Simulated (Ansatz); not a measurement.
Here is the system:

Starting cell, MgO (rock salt):

```
MgO
1.0
    0.00000     4.25375     4.25375
    2.12687     0.00000     2.12687
    2.12687     2.12687     0.00000
O Mg
2 2
Direct
  0.00000   0.00000   0.00000
  0.50000   0.00000   0.00000
  0.25000   0.50000   0.50000
  0.75000   0.50000   0.50000
```

In each cell atom 1 (O, nearest neighbour Mg at 2.127 Å; its periodic images, 3.0 Å or more away, move with it) moves by s·(0.000, 0.000, 1.000) (along Cartesian z), the rest being held.

Calculation: PBE (plane waves to 420 eV, PAW, scalar-relativistic; Ansatz, an electronic-structure program). k mesh 11×11×11 (Γ-centred), Fermi-Dirac smearing 0.05 eV. E stands for the smeared free energy. Left out: 2 of 11 points, with atoms too close for the PAW data. MgO was relaxed with its symmetry unable to fall. ΔE is measured from the undisplaced structure.

The scan covers s from -0.512 to 0.512 Å in 9 points.

Q: Is this a single well or a double well?

A: A single well with its minimum at or next to zero displacement.

Q: Is the energy the same for equal positive and negative displacements?

A: Even: the same for both signs. With its periodic images moving along, the atom's site symmetry in this cell is -3m.

Q: What is the energy change at s = 0.512 Å?

A: 1677 meV/cell.

Q: What force acts on the atom along the line at s = -0.512 Å?

A: 9.67 eV/Å.

Q: What is the force constant k = d²E/ds² of this move at s = 0?

A: 7.51 eV/Å².

(A displaced cell: forces are minus the slopes of the energy, force constants its curvatures, and phonons follow from these.)
